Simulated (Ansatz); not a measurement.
**VMo under strong compression**

```yaml
crystal:
  lattice:
    - [1.53728, -2.22403, 0.00000]
    - [1.53728, 2.22403, 0.00000]
    - [0.00000, 0.00000, 4.22901]
  atoms:
    - { symbol: V, position: [0.50000, 0.50000, 0.50000] }
    - { symbol: Mo, position: [0.00000, 0.00000, 0.00000] }
```

The base volume is that of a database entry, so it needn't be at zero pressure; the structure needn't be the stable phase, at rest or compressed.

Its volume is scaled at fixed shape and fractional positions.

Computed with Ansatz 0.2.0; functional PBEsol, scalar-relativistic. Settings: a Γ-centred 14×14×9 k mesh, Fermi–Dirac smearing of 0.05 eV, no spin polarisation. Methods: LAPW: all electrons, basis error target 1 meV/atom; PAW: frozen-core files, cutoff 420 eV; norm-conserving: pseudopotentials, cutoff 1143 eV.

Energies are extrapolated to zero smearing and count from the unscaled cell; pressure is positive in compression; gaps take the mesh and a band path. No temperature or zero-point motion is included.

The PAW files were made under PBE.

```csv
V/V0,V (Å³/atom),P LAPW (GPa),ΔE LAPW (eV/atom),P PAW − LAPW (GPa),ΔE PAW − LAPW (meV/atom)
1.00,14.46,?,0.000,0.01,0.0
0.75,10.84,105.9,?,0.03,0.6
0.65,9.40,215.1,2.260,-0.05,0.7
0.45,6.51,797.6,10.270,-3.22,-14.0
```

Q: Fill in "P LAPW (GPa)" for the row "1.00".

A: -5.83.

Q: Give the missing entry: row "0.75", column "ΔE LAPW (eV/atom)".

A: 0.859.

Q: From the table, what is the rise of the enthalpy H = E + pV up to the last row, and how stiff is the crystal between the last two rows?

A: ΔH = 10.270 eV + (797.6 GPa × 6.51 Å³ + 5.83 GPa × 14.46 Å³) × 0.006242 eV/(GPa·Å³) = 43.19 eV/atom, of which pV makes 76 %. The mean bulk modulus there is −ΔP/Δln V = 1580 GPa.

Q: At the smallest volume, how far does norm-conserving lie from LAPW in pressure?

A: norm-conserving: +0.35 GPa, on a LAPW pressure of 797.6 GPa.

Q: How do the Löwdin populations by LAPW change from the unscaled cell to the last row?

A: V 3s 1.96 → 1.86, V 4s 0.77 → 0.43, V 3p 5.99 → 5.91, V 3d 3.96 → 4.75, Mo 4s 1.94 → 1.81, Mo 5s 0.83 → 0.44, Mo 4p 5.98 → 5.83, Mo 4d 5.40 → 5.86 electrons an atom. These are projections on the shells that the free atoms fill; 0.17 e a cell lies outside them at the start and 0.13 e at the end.
